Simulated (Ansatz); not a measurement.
All numbers below come from DFT PBE, scalar-relativistic, plane waves, PAW in Ansatz 0.2.0. All cells share a 420 eV cutoff and Γ-centred k meshes spaced at most about 0.3 Å⁻¹ (2π included). No spin polarisation in the final relaxations.

All energies are static (0 K, no zero-point motion).

Two relaxed structures of Al5GaN6:

A.

```
CELL_PARAMETERS angstrom
2.90152 0.00000 0.00000
-1.45076 2.51279 0.00000
0.00000 0.00000 14.22834
ATOMIC_POSITIONS crystal
Al 0.33333 0.66667 0.83501
Al 0.66667 0.33333 0.67000
Al 0.33333 0.66667 0.33000
Al 0.66667 0.33333 0.16499
Al 0.00000 0.00000 0.00000
Ga 0.00000 0.00000 0.50000
N 0.66667 0.33333 0.91751
N 0.00000 0.00000 0.75256
N 0.33333 0.66667 0.58894
N 0.66667 0.33333 0.41106
N 0.00000 0.00000 0.24744
N 0.33333 0.66667 0.08249
```

B.

```
CELL_PARAMETERS angstrom
2.05329 -6.16231 0.00000
2.05329 6.16231 0.00000
0.00000 0.00000 4.10538
ATOMIC_POSITIONS crystal
Al 0.33235 0.66765 0.00000
Al 0.83333 0.16667 0.50000
Al 0.66765 0.33235 0.00000
Al 0.16667 0.83333 0.50000
Al 0.00000 0.00000 0.00000
Ga 0.50000 0.50000 0.50000
N 0.67029 0.32971 0.50000
N 0.16593 0.83407 0.00000
N 0.00000 0.00000 0.50000
N 0.50000 0.50000 0.00000
N 0.32971 0.67029 0.50000
N 0.83407 0.16593 0.00000
```

Question: Which arrangement of the elements on these sites is preferred, and by what margin?

Answer: A is lower, by 7 meV/atom. The two share one framework of sites and differ in which element sits where. A has Al and Ga ordered on rock salt sites, space group P-3m1 (No. 164), 8.6 Å³/atom and a gap of 3.13 eV on its mesh; B has Al and Ga ordered on rock salt sites, space group Cmmm (No. 65), 8.7 Å³/atom and a gap of 2.78 eV. Counting N atoms around Al and Ga (those within 1.25 times the shortest such distance or 1.15 times the sum of covalent radii), A and B both have Al 6, Ga 6. Both come from invented guesses.

Kohn–Sham gaps at this level usually fall short of measured ones. Cells relaxed within their symmetry can be saddle points.
